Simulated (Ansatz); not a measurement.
**What DFT gives for Cu3Si4Sb**

```xyz
8
Lattice="0.0000 5.2138 0.0000 5.2138 0.0000 0.0000 2.6069 2.6069 -5.1945" Properties=species:S:1:pos:R:3 pbc="T T T"
Cu    2.6069    2.6069    0.0000
Sb    0.0000    0.0000    0.0000
Si    3.8691    3.8691   -1.3640
Si    6.4760    3.9515   -3.8306
Si    1.3446    1.3446   -1.3640
Si    3.9515    6.4760   -3.8306
Cu    2.6069    5.2138   -2.5973
Cu    5.2138    2.6069   -2.5973
```

The numbers come from plane-wave PAW DFT (Ansatz): PBE, collinear spin, 420 eV, 5×5×5 Γ-centred k points, fermi-dirac occupations (width 0.1 eV). Nothing was relaxed.

The state carries no moments; the state need not be the lowest.

**Formation energy.** 0.72 eV an atom against the elements' usual phases (free molecules for gases, crystals otherwise, with no correction for O₂ or N₂), so at this geometry it isn't bound against them. Relaxing would lower it.
**Stress.** The pressure is 18.8 GPa (compression positive), so with the atoms held at these fractions the cell would first expand; the forces are large, so a full relaxation may end otherwise.
**Charges.** Bader charges in e: Si +0.62, Cu -0.53 to -0.48, Sb -0.94. In the mean Si gives up most and Sb takes most.
**Forces.** The largest is on Si5 (and as large on other atoms): 2.41 eV/Å, components (1.51, 1.51, -1.10). It makes 77° with the line to a nearest neighbour, Cu7 at 2.22 Å.
**Electronic structure.** It is a metal, with about 3.7 states/eV a cell as the mean within 0.25 eV of the Fermi level, mostly Si p (68 %).

Origin: a known structure type with other elements, at an estimated volume, so it need not be a known compound. Caveats: atoms or cell far from equilibrium.
